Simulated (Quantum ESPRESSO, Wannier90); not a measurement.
**Wannier functions of AgBr (rock salt)**

Materials Project entry mp-23231; symmetrised, unrelaxed at this level. COD (Crystallography Open Database) has an entry of this formula and space group (matched by these alone). Method: PBEsol plane waves in Quantum ESPRESSO 7.5 (PseudoDojo norm-conserving files, 66 Ry, no spin polarisation, no spin-orbit coupling), Bloch states on a 10×10×10 mesh through Γ, Wannier90 4.0.1. Density: 10×10×10 mesh, Gaussian smearing 0.01 Ry. Spin-orbit coupling, left out, would split the p-like bands by a few tenths of an eV.

```
begin unit_cell_cart
ang
    0.0000000000    2.8921700000    2.8921700000
    2.8921700000    0.0000000000    2.8921700000
    2.8921700000    2.8921700000    0.0000000000
end unit_cell_cart
mp_grid = 10 10 10
```

Neighbour vectors b of the finite-difference formula (Å⁻¹), by shell:

```tsv
shell	b_x	b_y	b_z
1	0.10862	0.10862	-0.10862
1	0.10862	-0.10862	0.10862
1	-0.10862	0.10862	0.10862
1	0.10862	0.10862	0.10862
1	-0.10862	-0.10862	0.10862
1	-0.10862	0.10862	-0.10862
1	0.10862	-0.10862	-0.10862
1	-0.10862	-0.10862	-0.10862
```

### Question
Find the weights w_b from the completeness condition Σ_b w_b b_α b_β = δ_αβ.

### Answer
Shell 1: Σ b_x² = 0.094, Σ b_y² = 0.094, Σ b_z² = 0.094 Å⁻²
Each of the three diagonal sums, weighted, has to give 1 and the off-diagonal ones 0, which holds for w_1 = 10.6 Å². Check on xx: 10.59×0.094 = 1.00.

On this mesh the 9 functions of bands 5-13 (valence bands; start: SCDM (isolated), conv_tol = 1.0e-6) end with spreads 0.7914, 0.8031, 0.8139, 0.7642, 0.8208, 1.5756, 1.5832, 1.5797, 1.5816 Å², Ω_I = 9.0940 Å² and Ω_D = 0.0000 Å².

Ω_total is the sum of the spreads, 10.313 Å². Ω_OD = Ω_total − Ω_I − Ω_D = 1.220 Å². Only (Ω_D + Ω_OD)/Ω_total = 11.8 % depends on the gauge, and another start could lower the total by that share at most. The rms radius is √(Ω_total/9) = 1.07 Å.
